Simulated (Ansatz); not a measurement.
**Notes on K2TeCl6**

```
K Te Cl
1.0
     0.00000    5.25430    5.25430
     5.25430    0.00000    5.25430
     5.25430    5.25430    0.00000
K Te Cl
2 1 6
Direct
  0.25000 0.25000 0.25000
  0.75000 0.75000 0.75000
  0.00000 0.00000 0.00000
  0.75320 0.24680 0.24680
  0.24680 0.75320 0.24680
  0.24680 0.75320 0.75320
  0.75320 0.24680 0.75320
  0.24680 0.24680 0.75320
  0.75320 0.75320 0.24680
```

Level: r2SCAN, no spin polarisation; 500 eV; 4×4×4 Γ-centred mesh; fermi-dirac occupations (width 0.0191 eV); Ansatz 0.2.0, fixed geometry.

(1) What is the band gap?

(2) Where is the largest force?

(3) Describe some of the short contacts.

(4) What is the character of the valence top and the conduction bottom?

Origin: a known structure type with other elements, at an estimated volume, so it need not be a known compound. Caveats: no spin-orbit coupling, which can shift this gap by tenths of an eV.

## Answers

(1) The gap is 2.77 eV, indirect (the least direct gap found is 2.96 eV).

(2) The largest is on Cl4 (and as large on other atoms): 0.35 eV/Å, components (-0.35, 0.00, 0.00). It makes 0° with the line to a nearest neighbour, Te3 at 2.59 Å, pointing towards it.

(3) Te–Cl at 2.59 Å: least valence density 0.45 e/Å³ and ELF 0.49 there. K–Cl at 3.72 Å: least valence density 0.02 e/Å³ and ELF 0.01 there, so no covalent bond. Both are smooth PAW fields, read partly inside the augmentation spheres.

(4) Within 0.7 eV of the edges, the states project mainly on Cl p (84 %) and Te s (16 %) below the gap and on Te p (54 %) and Cl p (38 %) above it.
